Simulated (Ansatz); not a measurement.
# TaCuN₂: do energies and stresses tell the same story?

Theory: DFT PBEsol, scalar-relativistic, plane waves, PAW (Ansatz).

Settings: cutoff 420 eV, Γ-centred mesh 12×12×12 on the computed 4-atom cell, Gaussian smearing of 0.02 eV; no spin polarisation.

Relaxed cell: R-3m, a = 3.122 Å, b = 3.122 Å, c = 17.343 Å, α = 90.00°, β = 90.00°, γ = 120.00°, 4 atoms in the primitive cell.

Energies at zero smearing and pressures from the stress tensor, at volumes with shape and atoms relaxed:
| V (Å³/atom) | E − E(first) (meV/atom) | P (GPa) |
| --- | --- | --- |
| 11.464 | 0.00 | 15.19 |
| 11.830 | -25.12 | 7.02 |
| 12.196 | -32.95 | 0.00 |
| 12.561 | -25.88 | -6.04 |
| 12.927 | -6.02 | -11.22 |

**Question.** Check P = −dE/dV between neighbouring volumes, and get the bulk modulus from the pressures alone.

**Answer.** With 1 eV/Å³ = 160.2 GPa:
```csv
middle V (Å³/atom),−ΔE/ΔV (GPa),mean P (GPa)
11.647,11.002,11.104
12.013,3.428,3.510
12.378,-3.096,-3.020
12.744,-8.698,-8.630
```

The two differ by 0.10 GPa at most. The mean of two end pressures misses the average over a step by about ΔV² P″/12, up to 0.10 GPa here; with that taken off 0.01 GPa remains. Around V = 12.196 Å³/atom, the two neighbours give B = −V ΔP/ΔV = 12.196 × 13.06 / 0.732 = 217.6 GPa, against B0 = 216.8 GPa from the Birch–Murnaghan fit of the energies.

Spin-orbit coupling is left out, which matters for the bands of heavy elements.

A ferromagnetic start lost its moments in a first run, so spin was left out; other magnetic orders weren't tried.